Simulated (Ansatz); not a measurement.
Input:

CdSe:
```
CELL_PARAMETERS angstrom
      4.24763     0.00000     0.00000
     -2.12381     3.67855     0.00000
      0.00000     0.00000    13.87794
ATOMIC_POSITIONS crystal
  Cd 0.00000 0.00000 0.00023
  Cd 0.00000 0.00000 0.50023
  Cd 0.66667 0.33333 0.75017
  Cd 0.33333 0.66667 0.25017
  Se 0.00000 0.00000 0.81276
  Se 0.00000 0.00000 0.31276
  Se 0.66667 0.33333 0.56247
  Se 0.33333 0.66667 0.06247
```

This is the LDA-relaxed structure. Tensor components refer to the Cartesian frame of this cell.

### Question
All from DFT-LDA in the program Ansatz with PAW potentials, unless another level is named. Give the band gap.

### Answer
0.43 eV (direct).

### Question
Give the electron effective mass.

### Answer
0.043 mₑ (isotropic).

### Question
Predict the hole effective mass, band 2 of 2 at the edge.

### Answer
0.044 along x, 1.3 along z (mₑ).

### Question
Next, the weight of the conduction-edge state by species (Voronoi cells)?

### Answer
Cd 63 %, Se 37 %.

### Question
And the weight of the valence-edge state by species (Voronoi cells)?

### Answer
Se 81 %, Cd 19 %.

### Question
Predict the valence-band maximum.

### Answer
at Γ.

Space group P6_3mc. The cell is a constructed one: a structure type filled with these elements. Its sites differ from those of the usual phase in this space group: another stacking or structure type. Symmetry was held in the LDA relaxation; phonons on a q-mesh show no instability. Spin–orbit coupling is left out wherever it is not named.

Potentials: the later of the program's two PAW sets.
